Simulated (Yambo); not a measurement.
Yambo run on RbBr (CsCl type, space group Pm-3m, No. 221). The wavefunctions are norm-conserving PBEsol (Quantum ESPRESSO, 46 Ry, without SOC) ones on a 4×4×4 mesh (8 occupied bands); a = b = c = 4.0717 Å, α = β = γ = 90.00°.

Yambo input:

```
rim_cut
gw0
dyson
el_el_corr
HF_and_locXC
ppa
em1d
RandQpts= 1000000
RandGvec= 1 Ry
EXXRLvcs= 46 Ry
VXCRLvcs= 184 Ry
Chimod= "HARTREE"
% BndsRnXp
 1 | 155 |
%
NGsBlkXp= 10 Ry
% LongDrXp
 1.0 | 1.0 | 1.0 |
%
PPAPntXp= 27.2114 eV
% GbndRnge
 1 | 51 |
%
GTermKind= "none"
DysSolver= "n"
ExtendOut
% QPkrange
 1 | 1 | 8 | 9 |
 6 | 6 | 8 | 8 |
%
```

k points by index: 1 = Γ, 6 = M.

The o-*.qp file then holds:

```
#    K-point    Band    Eo [eV]    E [eV]    E-Eo [eV]    Vxc [eV]    Vnlxc [eV]    Sc|Eo [eV]    Sc|E [eV]    dSc/dw|Eo [eV]    Re(Z)    Im(Z)
#
    1    8    -0.157173    -1.489490    -1.332317    -12.72837    -16.52225    2.166930    2.461563    -6.017025    0.818917    -0.001422
    1    9    4.036483    4.991618    0.955135    -7.806752    -3.737875    -2.965557    -3.113742    -4.221342    0.865701    -0.927795E-3
    6    8    0.000000    -1.310787    -1.310787    -12.81295    -16.57192    2.158361    2.448180    -6.015932    0.818944    -0.001407
```
(The two width columns are left out.) Convergence of these settings isn't established.

Geometry relaxed with PBEsol.

This is not the ordinary phase of the substance; no match was found in the copy of COD used, and its stability was not checked.
